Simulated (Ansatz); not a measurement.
## TePb, a database entry at a rescaled volume

```
Pb Te
1.0
     0.00000    3.24815    3.24815
     3.24815    0.00000    3.24815
     3.24815    3.24815    0.00000
Pb Te
1 1
Direct
  0.00000 0.00000 0.00000
  0.50000 0.50000 0.50000
```

Level: r2SCAN, no spin polarisation; 500 eV; 7×7×7 Γ-centred mesh; fermi-dirac occupations (width 0.1 eV); Ansatz 0.2.0, fixed geometry.

Task: What is the band gap?

Result: The gap is 1.05 eV, direct at the points sampled.

Task: Describe some of the short contacts.

Result: Pb–Te at 3.25 Å: least valence density 0.19 e/Å³ and ELF 0.31 there. Both are smooth PAW fields, read partly inside the augmentation spheres.

Task: Which orbitals make up the band edges?

Result: Within 0.7 eV of the edges, the states project mainly on Te p (72 %) and Pb s (15 %) below the gap and on Pb p (75 %) and Te s (12 %) above it.

Task: Which element gives electrons and which takes them?

Result: Bader charges in e: Te -0.77, Pb +0.77. In the mean Pb gives up most and Te takes most, against the order of Pauling's electronegativities.

Task: What is the formation energy?

Result: -0.50 eV an atom against the elements' usual phases (free molecules for gases, crystals otherwise, with no correction for O₂ or N₂), so it is bound against them; other compounds may still compete. Relaxing would lower it.

Origin: a database entry at a rescaled volume. Caveats: no spin-orbit coupling, which can shift this gap by tenths of an eV; the mesh misses a band edge that the path finds.
